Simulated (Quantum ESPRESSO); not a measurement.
```cif
data_I2Pb
_chemical_formula_sum 'I2 Pb1'
_space_group_name_H-M_alt 'P-3m1'
_space_group_IT_number 164
_space_group_name_Hall '-P 3 2"'
_cell_length_a 4.61269
_cell_length_b 4.61269
_cell_length_c 7.25703
_cell_angle_alpha 90.000
_cell_angle_beta 90.000
_cell_angle_gamma 120.000
loop_
_atom_site_label
_atom_site_type_symbol
_atom_site_symmetry_multiplicity
_atom_site_Wyckoff_symbol
_atom_site_fract_x
_atom_site_fract_y
_atom_site_fract_z
_atom_site_occupancy
I1 I 2 d 0.33333 0.66667 0.25905 1
Pb1 Pb 1 a 0.00000 0.00000 0.00000 1
```

The geometry is that of Materials Project entry mp-22893, symmetrised and not relaxed again.

**Question.** What does norm-conserving PBEsol (Quantum ESPRESSO, 70 Ry, with spin-orbit coupling) give for the electronic structure near the Fermi level?

**Answer.** The PBEsol gap is direct, 1.46 eV at A.
